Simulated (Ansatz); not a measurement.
PtS in space group P4_2/mmc (No. 131; Pt on 2c, S on 2e), r²SCAN in the plane-wave PAW code Ansatz. The conduction-band minimum lies at M, with 1 equivalent valley. Second derivatives d²E/dk² of the lowest band at one valley (eV·Å²), along Cartesian directions:

```csv
direction,d²E/dk²
[100],5.606
[010],5.606
[001],9.793
[110],5.606
[101],7.702
[011],7.702
```

Question: Find the principal effective masses, the density-of-states mass and the conductivity mass.

Answer: Off-diagonal terms follow from H_xy = H[110] − (H_xx + H_yy)/2, and m*/mₑ = 7.620 eV·Å² over each eigenvalue: 0.78, 1.4, 1.4. One valley's DOS mass (m₁m₂m₃)^(1/3) = 1.1, conductivity mass 3/(Σ 1/mᵢ) = 1.1 mₑ.

Question: What effective density of states Nc follows at 300 K for parabolic valleys?

Answer: Nc = 2.509e19 × 1 × (1.1)^(3/2) ≈ 2.9e19 cm⁻³.

The workflow started from a Materials Project entry (that database holds measured and hypothetical structures alike); the Crystallography Open Database files this formula in space group No. 131, but the cells were not matched. Its standing as an ambient phase is unchecked. The cell was relaxed with r²SCAN under the symmetry of its start; whether a distortion lowers the energy is not shown. No spin polarisation was allowed. Scalar-relativistic: spin–orbit coupling is off unless named, which matters more the heavier the elements.

Potentials: the later of the program's two PAW sets.

Edges and masses are those of Kohn–Sham bands, whose gap is no quasiparticle gap.
